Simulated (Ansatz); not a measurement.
InMo$_{3}$C (anti-perovskite), relaxed with PBEsol (Ansatz, a first-principles code, plane waves, PAW): a = 4.172 Å, b = 4.172 Å, c = 4.172 Å, α = 90.00°, β = 90.00°, γ = 90.00°.

```
Quantity              Value
--------------------  -----
ΔH_f (eV/atom)         0.13
B₀ by P(V) fit (GPa)    241
```

Problem. The same phase is relaxed and computed with r²SCAN in the same code. What are the cell and these values now?

Solution. a = b = c = 4.1983 Å, α = β = γ = 90.00°.

* **ΔH_f (eV/atom)**: 0.17
* **B₀ by P(V) fit (GPa)**: 235

Typed or built starts, not in the databases checked: InMo3C, anti-perovskite. All cells were relaxed under the symmetry of their starts (and spin orders); stability against distortions was not tested throughout. Rows with no word on spin ran without spin polarisation. Spin–orbit coupling is left out wherever it is not named.

Potentials: the later of the program's two PAW sets.

Ansatz is a plane-wave DFT program.

Formation energies count from the lowest solids of the elements computed at the same level, not from gases.
